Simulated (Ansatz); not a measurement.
The elements of this relaxed trial crystal are hidden behind letters.

```
lattice vectors (Å)
   0.0000    2.9966    2.9966
   2.9966    0.0000    2.9966
   2.9966    2.9966    0.0000
fractional positions
X 0.5000 0.5000 0.5000
X 0.2500 0.2500 0.2500
X 0.7500 0.7500 0.7500
Z 0.0000 0.0000 0.0000
```

Level of theory: Ansatz, DFT PBE, scalar-relativistic, plane waves, PAW. Plane waves to 420 eV, a 14×14×14 mesh through Γ for the 4-atom cell and 0.10 eV Gaussian smearing; no spin polarisation.

| Item | Value |
| --- | --- |
| Space group | Fm-3m (No. 225) |
| Conventional cell | a = 5.993 Å |
| Volume per atom | 13.45 Å³ |
| Density | 6.08 g/cm³ |
| Formation energy | +0.47 eV/atom |
| Gap on the 14×14×14 mesh of the 4-atom cell | 0 eV (a metal) |

Energies are uncorrected and count from the elements' standard states at the same level.

Question: X is a d-block element of period 4 and Z is an s-block element of period 1. Which elements are they?

Answer: X = Zn, Z = H, so the formula is Zn3H, here in the BiF3 (D0_3) type. Density times volume gives a mean mass of 6.08 × 13.45/1.6605 = 49.2 u per atom, and this set has 49.3 u. Among the elements that the hints allow, only these give it. Around Zn on a site of symmetry m-3m lie 8 Zn at 2.60 Å and 6 H at 3.00 Å; Zn on a site of symmetry -43m has 4 H at 2.60 Å, 4 Zn at 2.60 Å and 6 Zn at 3.00 Å; H is surrounded by 8 Zn at 2.60 Å and 6 Zn at 3.00 Å (long contacts).

The cell is a metal run without spin; a magnetic state may lie lower. Symmetry constrained the relaxation, so the result can be a saddle point.
